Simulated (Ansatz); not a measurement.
# Zone-centre phonons of HgPt at 25 GPa: input and output

The calculation used Ansatz 0.2.0, DFT PBEsol, scalar-relativistic, plane waves, PAW.

Launched with:
```bash
ansatz run input.yaml --threads 1 --pin off --max-ram 3072MiB --backend cpu --events-out ev --progress --plain --runs-dir out
```

Input (bare energies are in eV):
```yaml
crystal:
  lattice:
    - [2.8655450112, 0.0, 0.0]
    - [0.0, 2.8655450112, 0.0]
    - [0.0, 0.0, 3.7640710104]
  atoms:
    - { symbol: Hg, position: [0.0, 0.0, 0.0] }
    - { symbol: Pt, position: [0.5, 0.5, 0.5] }
basis:
  ecutwfc: 420
kpoints:
  mp_grid: { grid: [14, 14, 12] }
hamiltonian:
  xc: pbesol
scf:
  occupations: { method: fermi_dirac, width: 0.15 }
output:
  eigenvalues: true
phonons:
  method: dfpt
  eigenvectors: true
```

The end of the output:
```
--- Phonons (Γ-DFPT): 4 representative perturbations + reference, on 448 of 2352 k-points (Σ response iterations 12) ---
  k mesh reduced under 8 symmetry operations, with k and −k counted as one. Each operation leaves every solved displacement unchanged or reverses it
  ASR residual: 4.797e-4 → 0.000e0 eV/Å²; symmetrization residual: 3.133e-5 eV/Å²
  ASR residual per site (eV/Å²): 3.55e-5 4.80e-4
  Γ frequencies (cm⁻¹): 0.00 0.00 0.00 134.20 134.20 198.84
  non-analytic LO–TO correction: not included (Born effective charges unavailable; polar crystals: no LO–TO splitting at Γ)
```

It took 96 s on 1 thread of Arm Neoverse V2 (shared host), peak memory 1 GiB.

In a metal, frequencies and elastic constants depend on the k mesh and the smearing, soft modes and shear constants most. Spin–orbit coupling is left out, which can shift energies with elements as heavy as these. Other phases may be more stable at this pressure.